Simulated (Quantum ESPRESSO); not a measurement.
```
CELL_PARAMETERS angstrom
      3.83419     0.00000     0.00000
     -1.91710     3.32051     0.00000
      0.00000     0.00000     6.29071
ATOMIC_POSITIONS crystal
  Al 0.33333 0.66667 0.00005
  Al 0.66667 0.33333 0.50005
  P  0.33333 0.66667 0.37495
  P  0.66667 0.33333 0.87495
```

The PBEsol cell relaxed from Materials Project entry mp-8880 was given an isotropic strain of -0.7 % on all lattice vectors, and the atoms were relaxed again.

Q: What does PBEsol (pw.x of Quantum ESPRESSO, ONCV potentials, without SOC) give for the electronic structure near the Fermi level?

A: The PBEsol gap is indirect, 1.80 eV, from Γ to M; the smallest direct gap is 2.38 eV. 

This is not the ordinary phase of the substance; no match was found in the copy of COD used, and its stability was not checked.
